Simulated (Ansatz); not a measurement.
The cell below belongs to a search over invented structures; it isn't taken from experiment.

Input and command of a plane-wave DFT calculation in Ansatz:

```yaml
crystal:
  lattice:
    - [-4.355334971, 4.355334971, 2.7664687622]
    - [4.355334971, -4.355334971, 2.7664687622]
    - [4.355334971, 4.355334971, -2.7664687622]
  atoms:
    - { symbol: Si, position: [0.1671076963, 0.0669059694, 0.6861075324] }
    - { symbol: Si, position: [0.5828923037, 0.1830940306, 0.8138924676] }
    - { symbol: Si, position: [0.2310001639, 0.4171076963, 0.6002017269] }
    - { symbol: Si, position: [0.9330940306, 0.619201563, 0.1002017269] }
    - { symbol: Si, position: [0.8169059694, 0.630798437, 0.3997982731] }
    - { symbol: Si, position: [0.369201563, 0.7689998361, 0.1861075324] }
    - { symbol: Si, position: [0.380798437, 0.4810001639, 0.3138924676] }
    - { symbol: Si, position: [0.5189998361, 0.8328923037, 0.8997982731] }
    - { symbol: Sn, position: [0.75, 0.25, 0.5] }
    - { symbol: Sn, position: [0.0, 0.0, 0.0] }
basis:
  ecutwfc: 420
kpoints:
  mp_grid: { grid: [6, 6, 6] }
hamiltonian:
  xc: pbe
scf:
  occupations: { method: gaussian, width: 0.02 }
output:
  forces: true
  stress: true
  eigenvalues: true
relax:
  adjacent_minimum: "off"
  f_tol: 0.01
  max_steps: 30
  cell: { stress_tol: 0.1, fix: [volume] }
```

```bash
ansatz run input.yaml --threads 1 --pin off --max-ram 2560MiB --backend cpu --events-out ev --progress --plain --runs-dir out
```

Processor: Intel(R) Xeon(R) Processor @ 2.50GHz (Skylake/Cascade Lake), 1 thread, on a host shared with other jobs.

Q: How long does it run, and how much memory does it take?

A: About 110 s, peak memory 0.62 GiB. It solves 40 bands at 36 k points (after reduction by symmetry) with about 4157 plane waves, in 15 SCF iterations over 3 ionic steps.
